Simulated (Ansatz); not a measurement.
Stability checks on a candidate for CaHfAs2

The structure comes from a generated guess, relaxed at this level; another structure or a mixture of phases may lie lower.

These are results of DFT PBE, scalar-relativistic, plane waves, PAW in Ansatz 0.2.0, not measurements. Settings of the last relaxation (4-atom cell): 420 eV, 12×12×8 k points, Gaussian smearing of 0.10 eV, no spin polarisation.

```
Ca Hf As
1.0
     3.92145    0.00000    0.00000
    -1.96073    3.39608    0.00000
     0.00000    0.00000    7.07738
Ca Hf As
1 1 2
Cartesian
  0.0000 0.0000 0.0000
  0.0000 0.0000 3.5387
  0.0000 2.2641 5.1093
  1.9607 1.1320 1.9680
```

Energies over the elements count from the elements' standard structures at the same level, with no fitted energy shifts.

**Question.** These tests were run: energy against the elements; phonons on a 2×2×1 q mesh. What do they show?

**Answer.**

```csv
test,result
energy against the elements,−1.07 eV/atom
phonons on a 2×2×1 q mesh,no imaginary mode on the mesh
```

It fails none of these tests. Other phases of the system weren't compared here, so this isn't yet thermodynamic stability.

These runs have no spin–orbit coupling, which can matter for Hf. The reference form of As is held partly by dispersion forces, which this level lacks. The run for the phonons used a 12×12×8 k mesh and Fermi–Dirac smearing of 0.15 eV.
